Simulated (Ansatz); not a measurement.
TaN (rock salt)

```yaml
crystal:
  lattice:
    - [0.00000, 2.18780, 2.18780]
    - [2.18780, 0.00000, 2.18780]
    - [2.18780, 2.18780, 0.00000]
  atoms:
    - { symbol: N, position: [0.00000, 0.00000, 0.00000] }
    - { symbol: Ta, position: [0.50000, 0.50000, 0.50000] }
```

Two coordinates are scanned: the volume, and the ratio of the stretch along z (the conventional c axis) to the stretch across it. Atoms keep their fractional coordinates.

Level of theory: PBEsol (plane waves to 420 eV, PAW, scalar-relativistic; Ansatz, an electronic-structure program). k mesh 18×18×18 (Γ-centred), Fermi-Dirac smearing 0.05 eV. Stress and pressure are positive under compression. With partly filled bands, the response to shear is sensitive to the k mesh, so small differences along c/a are uncertain. Spin-orbit coupling is left out, though Ta is heavy. TaN is run without spin polarisation. TaN was relaxed with its symmetry unable to fall. This is a high-temperature form of TaN. The last digit holds for this mesh only.

Changes of σzz (GPa) from the point V/V₀ = 1.000, (c/a)/(c/a)₀ = 1.000 when one coordinate moves alone (two changes are said to add if the coupling is within 5 % of the smaller one, nearly so within 20 %):

| point | change |
|---|---|
| V/V₀ = 1.000, (c/a)/(c/a)₀ = 0.880 | 79.02 |
| V/V₀ = 1.000, (c/a)/(c/a)₀ = 0.920 | 45.63 |
| V/V₀ = 1.000, (c/a)/(c/a)₀ = 0.960 | 20.28 |
| V/V₀ = 0.920, (c/a)/(c/a)₀ = 1.000 | 35.76 |
| V/V₀ = 0.947, (c/a)/(c/a)₀ = 1.000 | 22.07 |
| V/V₀ = 0.973, (c/a)/(c/a)₀ = 1.000 | 10.24 |
| V/V₀ = 1.027, (c/a)/(c/a)₀ = 1.000 | -8.86 |
| V/V₀ = 1.053, (c/a)/(c/a)₀ = 1.000 | -16.52 |
| V/V₀ = 1.080, (c/a)/(c/a)₀ = 1.000 | -23.14 |
| V/V₀ = 1.000, (c/a)/(c/a)₀ = 1.040 | -13.24 |
| V/V₀ = 1.000, (c/a)/(c/a)₀ = 1.080 | -18.24 |
| V/V₀ = 1.000, (c/a)/(c/a)₀ = 1.120 | -19.67 |

Question: What is the change at V/V₀ = 0.947, (c/a)/(c/a)₀ = 1.080, where both move, and how far is it from the sum?

Answer: The sum of the single changes is 22.07 + (-18.24) = 3.83; the calculation gives -4.86, so the coupling contributes -8.69 (over 20 % of the smaller single change, not additive).

Question: What is the change at V/V₀ = 1.080, (c/a)/(c/a)₀ = 0.880, where both move, and how far is it from the sum?

Answer: The sum of the single changes is -23.14 + (79.02) = 55.88; the calculation gives 31.41, so the coupling contributes -24.47 (over 20 % of the smaller single change, not additive).

Question: Do the two effects add at V/V₀ = 1.027, (c/a)/(c/a)₀ = 0.960? Give the computed change.

Answer: The sum of the single changes is -8.86 + (20.28) = 11.42; the calculation gives 9.01, so the coupling contributes -2.41 (over 20 % of the smaller single change, not additive).

(A scan under strain: stresses follow from slopes of the energy per volume, elastic moduli from its curvatures.)
